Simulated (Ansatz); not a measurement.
## Ag (Im-3m), generalised stacking fault

Level of theory: DFT PBEsol, scalar-relativistic, plane waves, PAW in Ansatz 0.2.0. The runs took a 420 eV cutoff, a Γ-centred 17×17×5 mesh and Gaussian smearing (0.15 eV). No spin polarisation. Energies are free energies at this smearing, counted from the undisturbed cell; pressure is positive in compression.

Zero of the scan (as given, not relaxed at this level; it stands at -7.3 GPa; this bcc form isn't the usual structure):

```yaml
crystal:
  lattice:
    - [-1.65565, 1.65565, -1.65565]
    - [-1.65565, -1.65565, 1.65565]
    - [0.00000, 6.62262, 6.62262]
  atoms:
    - { symbol: Ag, position: [0.00000, 0.00000, 0.87500] }
    - { symbol: Ag, position: [0.50000, 0.50000, 0.12500] }
    - { symbol: Ag, position: [0.00000, 0.00000, 0.37500] }
    - { symbol: Ag, position: [0.50000, 0.50000, 0.62500] }
```

The cut lies on the cell's a–b face, a (0 1 1) plane (indices in the standard cell, whose axes needn't be the Cartesian ones shown) of area 7.75 Å², between layers 2.34 Å apart. Vector c is tilted by f times 1·a − 1·b (length 4.683 Å) with the atoms' Cartesian places fixed: one unrelaxed fault a cell. The cell is metallic on the mesh throughout.

| f | γ (mJ/m²) |
| --- | --- |
| 0.0000 | 0 |
| 0.0833 | -8 |
| 0.1667 | 32 |
| 0.2500 | 250 |
| 0.3333 | 706 |
| 0.4167 | 1235 |
| 0.5000 | 1483 |

Problem. Predict the shear traction, the slope of γ along the slip (GPa) at each point.

Solution.
```tsv
f	shear traction, the slope of γ along the slip (GPa)
0.0000	0.0
0.0833	-0.1
0.1667	2.8
0.2500	8.7
0.3333	13.9
0.4167	11.5
0.5000	0.1
```

Cost: 7 runs of about 5.5 core-minutes in all, on Arm Neoverse V2 (shared hosts).